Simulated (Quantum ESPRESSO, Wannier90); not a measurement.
**Bi2Te3 (R-3m), plane waves to Wannier functions**

```xyz
5
Lattice="-2.2091 3.8262 0.0000 -4.4181 0.0000 0.0000 -2.2091 1.2754 10.7524" Properties=species:S:1:pos:R:3 pbc="T T T"
Bi    -2.2091     1.2754    -2.0482
Bi     2.2091    -1.2754     2.0482
Te    -2.2091     1.2754     3.7588
Te     2.2091    -1.2754    -3.7588
Te     0.0000     0.0000     0.0000
```

Materials Project entry mp-34202; symmetrised, unrelaxed at this level. COD (Crystallography Open Database) has an entry of this formula and space group (matched by these alone). Method: LDA plane waves in Quantum ESPRESSO 7.5 (PseudoDojo norm-conserving files, 66 Ry, no spin polarisation, no spin-orbit coupling), Bloch states on a 6×6×6 mesh through Γ, Wannier90 4.0.1. Density: 8×8×8 mesh, Gaussian smearing 0.01 Ry. Spin-orbit coupling is left out although heavy elements are present.

A tight-binding model is made by disentanglement and projection with no localisation steps (num_iter = 0), so the 20 orbitals stay atom-like: hydrogen-like Bi: s;p; Te: s;p, axes along x, y, z; frozen window up to 2.00 eV relative to the valence-band maximum. It follows pw.x to 3.3 meV rms for states up to 1.5 eV relative to the valence-band maximum. Matrix elements depend on this choice of orbitals and windows.

Problem. What are the on-site energies relative to the valence-band maximum, and how fast do the hoppings decay?

Solution. 
```csv
atom,orbitals,energy (eV)
Bi1,s,-10.03
Bi1,pz,0.24
Bi1,px py,0.11
Bi2,s,-10.03
Bi2,pz,0.24
Bi2,px py,0.11
Te3,s,-9.88
Te3,pz px py,-0.82
Te4,s,-9.88
Te4,pz px py,-0.82
Te5,s,-9.86
Te5,pz px py,-0.75
```

| distance of the centres (Å) | largest modulus (eV) |
|---|---|
| 3–4 | 1.2 |
| 4–5 | 0.33 |
| 5–6 | 0.056 |
| 6–7 | 0.19 |
| 7–8 | 0.10 |
| 8–9 | 0.022 |
| 9–10 | 0.051 |
| 10–11 | 0.038 |
